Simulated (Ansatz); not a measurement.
The cell is the one relaxed in the Materials Project (mp-82), not relaxed further here; entries there can be hypothetical. The listed cell was then made from it by scaling, straining or moving an atom.

An input for Tl: DFT, PBE, PAW with Ansatz's default frozen-core files, scalar-relativistic (Ansatz 0.2.0).

Command: `ansatz run input.yaml --threads 1 --pin off --max-ram 2048MiB --backend cpu --events-out ev --progress --plain --runs-dir out` The run took 7.4 s on 1 thread of AMD EPYC 7R43 64-Core Processor (Zen 3) (shared host).

```yaml
crystal:
  lattice:
    - [3.4500723807, 0.0, 0.0]
    - [-1.7250361904, 2.9878503266, 0.0]
    - [0.0, 0.0, 5.5702474375]
  atoms:
    - { symbol: Tl, position: [0.3333333333, 0.6666666667, 0.25] }
    - { symbol: Tl, position: [0.6666666667, 0.3333333333, 0.75] }
kpoints:
  mp_grid: { grid: [11, 11, 6] }
scf:
  occupations: { method: fermi_dirac, width: 0.05 }
hamiltonian:
  xc: pbe
  pseudopotentials: { kind: paw }
output:
  forces: true
  stress: true
  eigenvalues: true
  efg: { contact_densities: true }
  write_density: true
  write_potential: true
  elf: true
  volumetric_format: npy
```

Set-up and iterations as logged by Ansatz (the results part is left out, to be predicted):

```
Engine: ansatz 0.2.0
Pseudopotentials: kind: paw
Pseudopotential: Tl, paw, valence charge 13, recommended cutoff 420 eV (normal)
Functional definition: PBE
  parameter kappa = 0.804
  parameter beta = 0.06672455060314922
  exchange = pbe_x(kappa = kappa, mu = beta*pi^2/3)
  correlation = pbe_c(beta = beta)
Crystal: 2 atoms, lattice volume = 57.420 Å³
Basis set: ecut = 420 eV, 1099 PW (Γ), exchange–correlation on 48×48×80 points (8 copies of the dense FFT grid, shifted against one another)
Bands: 17, of which v1, the nominal top of the filled ones, is band 13 counted from 1 (12 counted from 0)
Symmetry: 24 space group operations
Space group: P63/mmc (ITA 194), of the structure as read, at distance tolerance 3.9e-5 Å
k-points: 64 of 726
Non-local potential: Tl, projectors of the file, l = 0: 2, l = 1: 2, l = 2: 2, l = 3: 1
PAW form: soft (Blöchl's): semilocal exchange-correlation on the pseudo side does not see the compensation charge
PAW one-centre angular grid: Tl, 590 points (default); XC on 64 Gauss nodes
Initial density: superposition of atomic densities (neutral atoms: chi_scale 0, normalization atom), corrected by the library's trained network
Initial wavefunctions: pseudopotential atomic-orbital guess
Functional: x = pbe(κ = 0.804, μ = 0.2195149727645171), c = pbe(β = 0.06672455060314922)
SCF iter   1: F=—  HF=-22888.268995 eV  |F-HF|=—  |Δ(HF+E_count)|=         —  Δρ=6.03e-4  dr2=2.41e-4  ethr=1.77e-3  ⟨swp⟩=6.1  Hψ=5458  notcnv=0
SCF iter   2: F=—  HF=-22888.267282 eV  |F-HF|=—  |Δ(HF+E_count)|=   1.71e-3  Δρ=3.82e-4  dr2=9.64e-5  ethr=9.27e-7  ⟨swp⟩=2.1  Hψ=2274  notcnv=0
SCF iter   3: F=—  HF=-22888.267318 eV  |F-HF|=—  |Δ(HF+E_count)|=   3.63e-5  Δρ=1.39e-4  dr2=1.63e-5  ethr=3.71e-7  ⟨swp⟩=1.8  Hψ=1170  notcnv=0
SCF iter   4: F=—  HF=-22888.267316 eV  |F-HF|=—  |Δ(HF+E_count)|=   1.77e-6  Δρ=4.88e-5  dr2=7.99e-7  ethr=6.28e-8  ⟨swp⟩=3.0  Hψ=1921  notcnv=0
iter 5 did not close the SCF: its close was put off for the readings that it lacked (scf_convergence_deferred on its scf_iter line)
SCF iter   5: F=-22888.267317 eV  HF=-22888.267317 eV  |F-HF|=4.42e-8  |Δ(HF+E_count)|=   5.64e-7  Δρ=1.30e-5  dr2=7.24e-8  ethr=3.07e-9  ⟨swp⟩=2.0  Hψ=1915  notcnv=0
SCF iter   6: F=-22888.267317 eV  HF=-22888.267317 eV  |F-HF|=8.97e-9  |Δ(HF+E_count)|=   1.00e-8  Δρ=4.81e-6  dr2=1.11e-8  ethr=2.78e-10  ⟨swp⟩=4.7  Hψ=5945  notcnv=0
```

Question: What pressure will this run report?

Answer: 2.95 GPa (positive in compression).
